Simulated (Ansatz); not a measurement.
A generator proposed this cell of Pr4O.

Space group P-43m (No. 215). a = 5.192 Å, b = 5.192 Å, c = 5.192 Å, α = 90.00°, β = 90.00°, γ = 90.00°
```csv
atom,site,symmetry,x,y,z
Pr,4e,.3m,0.2500,0.2500,0.2500
O,1a,-43m,0.0000,0.0000,0.0000
```

Computed with DFT PBE, scalar-relativistic, plane waves, PAW, and for the lanthanide a 4f-in-core norm-conserving potential (Ansatz 0.2.0). Cutoff 660 eV; k points 4×4×4 on the computed 5-atom cell (Γ-centred); Gaussian smearing, width 0.10 eV; no spin polarisation.

Formation energies are uncorrected and refer to the elements' standard structures at the same level (O₂ as a molecule).

**Question.** What does a single point on this coarse mesh give?

**Answer.** The pressure is 7.6 GPa (it wants to expand), the largest force is 0.07 eV/Å, and the energy is −0.87 eV/atom against the elements. The shortest distance is 2.25 Å.

**Question.** Is it a good guess?

**Answer.** A fair one: relaxing gains about 0.12 eV/atom (the start's value is from the coarse mesh, so the gain is rough) in 8 ionic steps and ends at −0.99 eV/atom on the finer mesh. The symmetry stays P-43m (No. 215). The volume per atom grows by 18.6 %, from 28.0 to 33.2 Å³. The shortest distance goes from 2.25 Å (Pr–O) to 2.31 Å (Pr–O). Conventional cell: a = 5.496 Å. Around Pr lie 1 O at 2.31 Å and 12 Pr at 3.77–4.00 Å; O is surrounded by 4 Pr at 2.31 Å.

The last run used an 8×8×8 mesh for its 5-atom cell and Gaussian smearing of 0.10 eV. The relaxation can't lower the symmetry of the start, and the grade says only how near the guess is to its own end. Symmetry constrained the relaxation, so the result can be a saddle point. Another cell of Pr4O relaxed alike, in Pm-3m, lies 69 meV/atom lower, so this cell isn't the stable form at this level.

The lanthanide is trivalent by construction, without f bands, f moments or other valences. The reference runs of the other elements, and any phases without the lanthanide, used 420 eV, which shifts energies against them by under 10 meV/atom. The lanthanide's reference is the lowest of its hcp, dhcp and fcc cells.
